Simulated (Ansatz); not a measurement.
# Si3Ge (P-4m2) at 3 levels of theory

One geometry, relaxed with PBE; plane waves with PAW potentials in Ansatz, scalar-relativistic. No spin polarisation. Gaps are the least over mesh and band path; pressure is positive in compression, and isn't given for hybrids.

```cif
data_structure
_symmetry_space_group_name_H-M 'P-4m2'
_symmetry_Int_Tables_number 115
_cell_length_a 3.9124
_cell_length_b 3.9124
_cell_length_c 5.5321
_cell_angle_alpha 90.000
_cell_angle_beta 90.000
_cell_angle_gamma 90.000
_cell_volume 84.68
loop_
_atom_site_label
_atom_site_type_symbol
_atom_site_symmetry_multiplicity
_atom_site_Wyckoff_symbol
_atom_site_fract_x
_atom_site_fract_y
_atom_site_fract_z
_atom_site_occupancy
Si1 Si 2 g 0.00000 0.50000 0.74413 1
Si2 Si 1 c 0.50000 0.50000 0.50000 1
Ge1 Ge 1 a 0.00000 0.00000 0.00000 1
```

```csv
level,cutoff (eV),k mesh,gap (eV),pressure (GPa)
PBE,420,10×10×6,0.38,0.0
r2SCAN,500,10×10×6,0.57,-1.8
HSE06,420,6×6×4,0.93,-
```

The cell was found from a structure generator's guess, not taken from experiment.
